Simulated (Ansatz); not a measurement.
The structure comes from a relaxation in the same program, started in the wurtzite type, and has space group P6_3mc. Whether it is a known phase or the ground state wasn't checked.

Below is the log of a run of Ansatz 0.2.0.

```
Te: projections on atomic orbitals take those of the free atom 1s2 2s2 2p6 3s2 3p6 3d10 4s2 4p6 4d10 5s2 5p4, of charge +0.00 (hamiltonian.pseudopotentials.projection_atoms)
Si: projections on atomic orbitals take those of the free atom 1s2 2s2 2p6 3s2 3p2, of charge +0.00 (hamiltonian.pseudopotentials.projection_atoms)
LAPW: plane waves up to 7.311 Å⁻¹, error target 1.0e-3 eV per atom; small_component_spin mean_spin; Si in spheres of 1.204 Å, 12 of its electrons in bands, Dirac shells []; Te in spheres of 1.507 Å, 24 of its electrons in bands, Dirac shells []
Engine: ansatz 0.2.0
Pseudopotentials: kind: all_electron
Pseudopotential: Te, LAPW, valence charge 24, Koelling and Harmon's equation, gaussian nucleus
Pseudopotential: Si, LAPW, valence charge 12, Koelling and Harmon's equation, gaussian nucleus
Functional definition: PBE
  parameter kappa = 0.804
  parameter beta = 0.06672455060314922
  exchange = pbe_x(kappa = kappa, mu = beta*pi^2/3)
  correlation = pbe_c(beta = beta)
Crystal: 4 atoms, lattice volume = 127.152 Å³
Basis set: ecut = 203.66016113000256 eV, 823 PW (Γ), exchange–correlation at level 2
Bands: 44, of which v1, the nominal top of the filled ones, is band 36 counted from 1 (35 counted from 0)
Symmetry: 12 space group operations
Space group: P63mc (ITA 186), of the structure as read, at distance tolerance 5.0e-5 Å
k-points: 56 of 600 (time reversal used)
Non-local potential: Te, projectors of the file, none
Non-local potential: Si, projectors of the file, none
Initial density: superposition of atomic densities (chi_scale 0.1, normalization cell, long waves kept (reshape's long-wave potential 0.00 eV rms))
Initial wavefunctions: plane waves of lowest kinetic energy (no species holds an atomic orbital)
Functional: x = pbe(κ = 0.804, μ = 0.2195149727645171), c = pbe(β = 0.06672455060314922)
iter 1 solved again at ethr=3.62e-4 eV; its pass at ethr=1.00e-1 eV (dr2=2.61e-1 eV) is discarded
SCF iter   1: F=—  HF=-385551.795090 eV  |F-HF|=—  |Δ(HF+E_count)|=         —  Δρ=1.35e-2  dr2=2.64e-1  ethr=3.62e-4  ⟨swp⟩=2.9  Hψ=16517  notcnv=0
preconditioner: auto → LDOS  [metal: Δε(μ)=0.017 eV  Ē_g=8.633 eV  σ=0.080 eV  W_gap=0.05  n_scr=22 (ndim 8)  ℏωp=14.7 eV  f_vac=0.144  D(μ)=1.33/eV (n_scr^D=2)  β→1.0]
iter 2 solved again at ethr=6.99e-6 eV; its pass at ethr=3.62e-4 eV (dr2=5.03e-3 eV) is discarded
SCF iter   2: F=—  HF=-385551.756408 eV  |F-HF|=—  |Δ(HF+E_count)|=   3.87e-2  Δρ=1.91e-3  dr2=5.06e-3  ethr=6.99e-6  ⟨swp⟩=2.2  Hψ=12511  notcnv=0
SCF iter   3: F=—  HF=-385551.758055 eV  |F-HF|=—  |Δ(HF+E_count)|=         —  Δρ=6.65e-4  dr2=9.83e-4  ethr=6.99e-6  ⟨swp⟩=3.0  Hψ=7491  notcnv=0
the basis was enlarged: its passes take 304.5 KiB over the memory plan, 1 of 1 planned eigensolver slots
SCF iter   4: F=—  HF=-385551.756426 eV  |F-HF|=—  |Δ(HF+E_count)|=   1.63e-3  Δρ=2.28e-4  dr2=9.97e-5  ethr=1.36e-6  ⟨swp⟩=2.8  Hψ=7123  notcnv=0
SCF iter   5: F=—  HF=-385551.756372 eV  |F-HF|=—  |Δ(HF+E_count)|=   5.37e-5  Δρ=8.43e-5  dr2=1.74e-5  ethr=1.38e-7  ⟨swp⟩=3.0  Hψ=7398  notcnv=0
SCF iter   6: F=—  HF=-385551.756365 eV  |F-HF|=—  |Δ(HF+E_count)|=   7.73e-6  Δρ=1.41e-5  dr2=4.72e-7  ethr=2.41e-8  ⟨swp⟩=3.0  Hψ=7297  notcnv=0
SCF iter   7: F=-385551.756364 eV  HF=-385551.756364 eV  |F-HF|=3.99e-8  |Δ(HF+E_count)|=   1.11e-7  Δρ=5.65e-6  dr2=4.56e-8  ethr=6.56e-10  ⟨swp⟩=3.0  Hψ=7656  notcnv=0
SCF 1 converged in 7 iterations: F = -385551.756364 eV  dr2 = 4.56e-8
NSCF: frozen V_eff on 65 k-points
SCF converged after 7 iterations
Free energy (F): -385551.756364 eV
Harris-Foulkes:  -385551.756364 eV  (|F-HF|=3.99e-8)
Internal energy: -385551.727024 eV  (E = F + TS)
E sigma→0 (E₀):  -385551.741694 eV
Entropy (-TS):   -0.029340 eV (-7.335 meV/atom)
Fermi energy:    8.024802 eV
--- Per-component energies (eV) ---
  E_band       = -3878.100244
  E_kinetic    = 406337.189701
  E_xc         = -10714.021826
  E_electrostatic = -781174.894900  (all electrons and nuclei)
  E_smearing   = -0.029340  (= −TS)
  E_closure    = 0.000000  (closes the sum)
  E_atoms      = -385536.185341  (free atoms, spherical and without spin; not in F)
  Σ components = -385551.756364   (vs F -385551.756364, Δ=0.00e0)
  Basis errors (estimates in eV, not in F): energy 4.4e-4 per atom: plane waves 4.1e-4 (2.3e-4 summed), levels above the bands 1.2e-28, relativity 2.8e-8, radial functions 2.9e-5, core shells 4.0e-10; eigenvalues (radial functions only) 9.3e-7; not estimated: angular momenta, meshes, grids; target (lapw.basis_error) 1.0e-3; muffin-tin radii Si 1.204 Å, Te 1.507 Å
--- Forces (eV/Å), atoms counted from 1 ---
  atom   1  Te     0.00000000    -0.00000000     0.00472091
  atom   2  Te     0.00000000     0.00000000     0.00472091
  atom   3  Si    -0.00000000    -0.00000000    -0.00468900
  atom   4  Si     0.00000000     0.00000000    -0.00468900
  max |Σ_I F_I| component: 6.38e-5 eV/Å
--- Stress (GPa, compression-positive) ---
        0.006738       0.000000       0.000000
       -0.000000       0.006738       0.000000
        0.000000       0.000000      -0.010871
  P = ⅓ Tr σ = 0.0009 GPa (0.009 kbar)
--- Band table (eV; the first three rows and the last of 56) ---
  k-point 0: bands = ["-151.9893", "-151.9893", "-127.1136", "-127.1136", "-102.0284", "-102.0284", "-102.0284", "-102.0284", "-102.0269", "-102.0269", "-83.1770", "-83.1770", "-83.1770", "-83.1770", "-83.1539", "-83.1539", "-29.3601", "-29.3590", "-29.3577", "-29.3577", "-29.3560", "-29.3560", "-29.3556", "-29.3556", "-29.3548", "-29.3548", "-5.0803", "-3.2344", "0.7819", "2.9578", "3.7286", "3.8839", "3.8839", "5.6514", "5.7022", "5.7022", "7.9610", "7.9610", "10.1317", "10.1317", "11.5789", "12.0849", "12.2818", "12.2818"]
  k-point 1: bands = ["-151.9893", "-151.9893", "-127.1136", "-127.1136", "-102.0284", "-102.0284", "-102.0284", "-102.0284", "-102.0269", "-102.0269", "-83.1770", "-83.1770", "-83.1770", "-83.1770", "-83.1539", "-83.1539", "-29.3600", "-29.3590", "-29.3576", "-29.3576", "-29.3562", "-29.3562", "-29.3555", "-29.3555", "-29.3548", "-29.3548", "-4.9903", "-3.4139", "0.8331", "3.1529", "3.4120", "3.9736", "3.9736", "5.5286", "5.5286", "6.3768", "8.0430", "8.0430", "9.8735", "9.8735", "10.4665", "12.2015", "12.6840", "12.6840"]
  k-point 2: bands = ["-151.9893", "-151.9893", "-127.1136", "-127.1136", "-102.0284", "-102.0284", "-102.0284", "-102.0284", "-102.0269", "-102.0269", "-83.1770", "-83.1770", "-83.1770", "-83.1770", "-83.1539", "-83.1539", "-29.3598", "-29.3592", "-29.3574", "-29.3574", "-29.3567", "-29.3567", "-29.3552", "-29.3552", "-29.3548", "-29.3548", "-4.7284", "-3.8415", "1.0751", "2.2859", "4.2343", "4.2343", "4.5613", "5.1108", "5.1108", "7.2193", "8.3064", "8.3064", "9.1794", "9.3173", "9.3173", "12.0417", "12.5428", "13.7607"]
  k-point 55: bands = ["-151.9893", "-151.9893", "-127.1136", "-127.1136", "-102.0284", "-102.0284", "-102.0284", "-102.0284", "-102.0269", "-102.0269", "-83.1770", "-83.1770", "-83.1770", "-83.1770", "-83.1539", "-83.1539", "-29.3595", "-29.3595", "-29.3567", "-29.3567", "-29.3564", "-29.3564", "-29.3555", "-29.3555", "-29.3552", "-29.3552", "-3.7682", "-3.7682", "-0.3713", "-0.3713", "3.4665", "3.4665", "6.0084", "6.0084", "7.9577", "7.9577", "8.5893", "8.5893", "9.2198", "9.2198", "11.9734", "11.9734", "12.5470", "12.5470"]
--- Löwdin populations: 4 sites ---
  site symbol       q [e]
     0     Te     51.8074
     1     Te     51.8074
     2     Si     14.0990
     3     Si     14.0990
  spilling = 0.001417 (of n_electrons = 132.000000)
```

The cell and starting positions:

```
CELL_PARAMETERS angstrom
4.96559 0.00000 0.00000
-2.48280 4.30033 0.00000
0.00000 0.00000 5.95458
ATOMIC_POSITIONS crystal
Te 0.33333 0.66667 0.96034
Te 0.66667 0.33333 0.46034
Si 0.33333 0.66667 0.41566
Si 0.66667 0.33333 0.91566
```

Parts of the input that the log doesn't repeat:

```yaml
  band_path:
    path:
      - [0.0, 0.0, 0.0]
      - [0.5, 0.0, 0.0]
      - [0.3333333333, 0.3333333333, 0.0]
      - [0.0, 0.0, 0.0]
      - [0.0, 0.0, 0.5]
      - [0.5, 0.0, 0.5]
      - [0.3333333333, 0.3333333333, 0.5]
      - [0.0, 0.0, 0.5]
      - [0.5, 0.0, 0.5]
    npoints: 8
output:
  forces: true
  stress: true
  eigenvalues: true
  populations: true
  dos: { projected: true, de: 0.2, e_range: [-14, 8] }
```

Task: Write the input that produced this log.

Result: 
```yaml
crystal:
  lattice:
    - [4.9655942136, 0.0, 0.0]
    - [-2.4827971068, 4.3003307339, 0.0]
    - [0.0, 0.0, 5.954583771]
  atoms:
    - { symbol: Te, position: [0.3333333333, 0.6666666667, -0.0396559744] }
    - { symbol: Te, position: [0.6666666667, 0.3333333333, 0.4603440256] }
    - { symbol: Si, position: [0.3333333333, 0.6666666667, 0.4156559744] }
    - { symbol: Si, position: [0.6666666667, 0.3333333333, 0.9156559744] }
kpoints:
  mp_grid: { grid: [10, 10, 6] }
  band_path:
    path:
      - [0.0, 0.0, 0.0]
      - [0.5, 0.0, 0.0]
      - [0.3333333333, 0.3333333333, 0.0]
      - [0.0, 0.0, 0.0]
      - [0.0, 0.0, 0.5]
      - [0.5, 0.0, 0.5]
      - [0.3333333333, 0.3333333333, 0.5]
      - [0.0, 0.0, 0.5]
      - [0.5, 0.0, 0.5]
    npoints: 8
scf:
  occupations: { method: fermi_dirac, width: 0.08 }
hamiltonian:
  xc: pbe
  pseudopotentials: { kind: all_electron, lapw: { basis_error: 0.001 } }
output:
  forces: true
  stress: true
  eigenvalues: true
  populations: true
  dos: { projected: true, de: 0.2, e_range: [-14, 8] }
```
This is the input that was run; digits and keys that the log doesn't show could differ in an equivalent one.
